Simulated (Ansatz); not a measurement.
Does relaxation matter for the field gradients of ZnO with Sn replacing Zn?

Start: a supercell of ZnO (wurtzite type, P6_3mc) built from a structure deposited in the COD, with all atoms left at the host's positions.

```xyz
48
Lattice="6.4986 0.0000 0.0000 -4.8740 8.4419 0.0000 0.0000 0.0000 10.4114" Properties=species:S:1:pos:R:3 pbc="T T T"
Sn    0.0000    1.8760    2.6029
Zn    0.0000    1.8760    7.8086
Zn   -1.6247    4.6900    2.6029
Zn   -1.6247    4.6900    7.8086
Zn   -3.2493    7.5040    2.6029
Zn   -3.2493    7.5040    7.8086
Zn    3.2493    1.8760    2.6029
Zn    3.2493    1.8760    7.8086
Zn    1.6247    4.6900    2.6029
Zn    1.6247    4.6900    7.8086
Zn    0.0000    7.5040    2.6029
Zn    0.0000    7.5040    7.8086
Zn    1.6247    0.9380    0.0000
Zn    1.6247    0.9380    5.2057
Zn    0.0000    3.7520    0.0000
Zn    0.0000    3.7520    5.2057
Zn   -1.6247    6.5660    0.0000
Zn   -1.6247    6.5660    5.2057
Zn    4.8740    0.9380    0.0000
Zn    4.8740    0.9380    5.2057
Zn    3.2493    3.7520    0.0000
Zn    3.2493    3.7520    5.2057
Zn    1.6247    6.5660    0.0000
Zn    1.6247    6.5660    5.2057
O     1.6247    0.9380    1.9730
O     1.6247    0.9380    7.1787
O     0.0000    3.7520    1.9730
O     0.0000    3.7520    7.1787
O    -1.6247    6.5660    1.9730
O    -1.6247    6.5660    7.1787
O     4.8740    0.9380    1.9730
O     4.8740    0.9380    7.1787
O     3.2493    3.7520    1.9730
O     3.2493    3.7520    7.1787
O     1.6247    6.5660    1.9730
O     1.6247    6.5660    7.1787
O     0.0000    1.8760    4.5759
O     0.0000    1.8760    9.7816
O    -1.6247    4.6900    4.5759
O    -1.6247    4.6900    9.7816
O    -3.2493    7.5040    4.5759
O    -3.2493    7.5040    9.7816
O     3.2493    1.8760    4.5759
O     3.2493    1.8760    9.7816
O     1.6247    4.6900    4.5759
O     1.6247    4.6900    9.7816
O     0.0000    7.5040    4.5759
O     0.0000    7.5040    9.7816
```

Atom numbers follow the list; atoms alike are taken as one site, whose name carries the number of the first.

The numbers come from a DFT calculation in Ansatz (PBE, plane waves and PAW, scalar-relativistic, 420 eV cutoff, Γ-centred 3×2×2 k-points, Fermi–Dirac smearing 0.01 eV).

The largest force at the start is 1.4 eV/Å. Relaxing the ions at fixed cell moves them by 0.316 Å at most (atom 37, O) and 0.092 Å rms.

| site | atom | moved (Å) | first shell before | first shell after | V_zz before (10²¹ V/m²) | η before |
| --- | --- | --- | --- | --- | --- | --- |
| Sn | 1 | 0.199 | 4 O at 1.97–1.98 Å | 4 O at 2.12–2.21 Å | 0.33 | 0.32 |
| Zn3 | 3 | 0.013 | 4 O at 1.97–1.98 Å | 4 O at 1.96–1.99 Å | 1.35 | 0.22 |
| Zn7 | 7 | 0.031 | 4 O at 1.97–1.98 Å | 4 O at 1.97–1.99 Å | -1.65 | 0.35 |
| Zn9 | 9 | 0.073 | 4 O at 1.97–1.98 Å | 4 O at 1.96–1.98 Å | 1.34 | 0.23 |
| Zn11 | 11 | 0.074 | 4 O at 1.97–1.98 Å | 4 O at 1.96–1.98 Å | 1.46 | 0.21 |
| Zn14 | 14 | 0.135 | 4 O at 1.97–1.98 Å | 4 O at 1.96–1.97 Å | 1.35 | 0.20 |
| Zn20 | 20 | 0.081 | 4 O at 1.97–1.98 Å | 4 O at 1.97–1.98 Å | 1.35 | 0.20 |
| Zn16 | 16 | 0.084 | 4 O at 1.97–1.98 Å | 4 O at 1.97–1.99 Å | 1.44 | 0.23 |
| Zn17 | 17 | 0.005 | 4 O at 1.97–1.98 Å | 4 O at 1.97–1.98 Å | 0.25 | 0.03 |
| O25 | 25 | 0.067 | 3 Zn at 1.97–1.98 Å, 1 Sn at 1.98 Å | 3 Zn at 1.99–2.02 Å, 1 Sn at 2.12 Å | 2.15 | 0.27 |
| O26 | 26 | 0.089 | 4 Zn at 1.97–1.98 Å | 4 Zn at 1.96–1.97 Å | 0.13 | 0.40 |
| O27 | 27 | 0.247 | 3 Zn at 1.97–1.98 Å, 1 Sn at 1.98 Å | 3 Zn at 1.97–1.99 Å, 1 Sn at 2.17 Å | 2.17 | 0.18 |
| O31 | 31 | 0.246 | 3 Zn at 1.97–1.98 Å, 1 Sn at 1.98 Å | 3 Zn at 1.97–1.98 Å, 1 Sn at 2.17 Å | 2.13 | 0.27 |
| O37 | 37 | 0.316 | 1 Sn at 1.97 Å, 3 Zn at 1.98 Å | 3 Zn at 1.96–1.99 Å, 1 Sn at 2.21 Å | 1.86 | 0.07 |
| O43 | 43 | 0.041 | 4 Zn at 1.97–1.98 Å | 4 Zn at 1.97–1.98 Å | -0.16 | 0.59 |
| O44 | 44 | 0.035 | 4 Zn at 1.97–1.98 Å | 4 Zn at 1.96–1.97 Å | -0.30 | 0.39 |

(1) What are V_zz and η after the relaxation?

Answers

(1) 

| site | atom | V_zz after | η after | change of V_zz |
| --- | --- | --- | --- | --- |
| Sn | 1 | 1.70 | 0.26 | – |
| Zn3 | 3 | -1.01 | 0.73 | – |
| Zn7 | 7 | 1.35 | 0.55 | – |
| Zn9 | 9 | -1.35 | 0.66 | – |
| Zn11 | 11 | -1.64 | 0.73 | – |
| Zn14 | 14 | 1.74 | 0.73 | +0.39 |
| Zn20 | 20 | 1.55 | 0.79 | +0.20 |
| Zn16 | 16 | 1.74 | 0.52 | +0.30 |
| Zn17 | 17 | 0.65 | 0.78 | +0.40 |
| O25 | 25 | 1.25 | 0.04 | -0.90 |
| O26 | 26 | -1.22 | 0.12 | -1.35 |
| O27 | 27 | -1.42 | 0.31 | -3.59 |
| O31 | 31 | -1.43 | 0.11 | -3.56 |
| O37 | 37 | -2.09 | 0.29 | -3.95 |
| O43 | 43 | 1.02 | 0.61 | +1.18 |
| O44 | 44 | -1.17 | 0.07 | -0.87 |

The largest change of V_zz along a kept axis is on O37, from 1.86 to -2.09. Small gradients that grow severalfold: Sn (0.33 to 1.70), O44 (-0.30 to -1.17), O43 (-0.16 to 1.02), O26 (0.13 to -1.22) and 2 more sites. In per cent, |V_zz| changes by -42 on O (all sites that start above 2, bar those whose gradient vanishes or changes sign or whose main axis turns by over 40°). Where |V_zz| stays above 0.1 and the axes keep their order, η moves most on Zn17, from 0.03 to 0.78. On O27, O31, Zn16, Zn14, Zn20, O26, Zn5, Zn21 and 2 more sites (not all in the table) V_xx and V_yy change places (or their axes turn by over 50°), so the two values of η hide a larger change. V_zz changes sign on O27 (axis turned by 13°), O31 (axis turned by 15°), O37 (same axis), O43 (axis turned by 17°), O26 (axis turned by 23°), O28 (axis turned by 36°), O32 (axis turned by 23°) (not all in the table). On Zn7, Zn11, Zn3, Zn9, Sn, O33, O29, O35 and 14 more sites (not all in the table) the largest principal value lies along another axis in the second run, so the two V_zz can't be compared directly. The table leaves out 32 of the 48 sites, with |V_zz| up to 2.79; their tensors move by 1.52 at most along any direction. The statements above cover all sites. The electronic state changes along with the positions (a gap opens), so the changes aren't those of geometry alone. The host's own positions weren't relaxed first, so part of the change far from the defect can be the host's relaxation.

The defect repeats with the cell of 48 atoms, so it feels its images: sites between two images don't show the values beside a lone defect, and zeros or small values of η there can come from the images' arrangement. O and Zn carry a gradient in the pure host already, so the values there aren't the defect's effect alone. Without spin–orbit coupling (the program notes it for Sn) the gradients can shift somewhat, as the gap is small.
Before: The run isn't spin-polarised, and a state with spin may lie lower. The defect cell has no gap above 0.1 eV on its mesh, so the values can hang on the smearing and the k-mesh. The cell keeps the host's lattice, where the PBE pressure is 9 GPa. The neighbours have not yet relaxed around the defect (largest force 1.4 eV/Å), so a real crystal will differ.
After: With a gap of 0.5 eV on this mesh, small gradients can still move by 0.1 × 10²¹ V/m² or more as the k-mesh gets denser. The cell keeps the host's lattice, where the PBE pressure is 8 GPa.
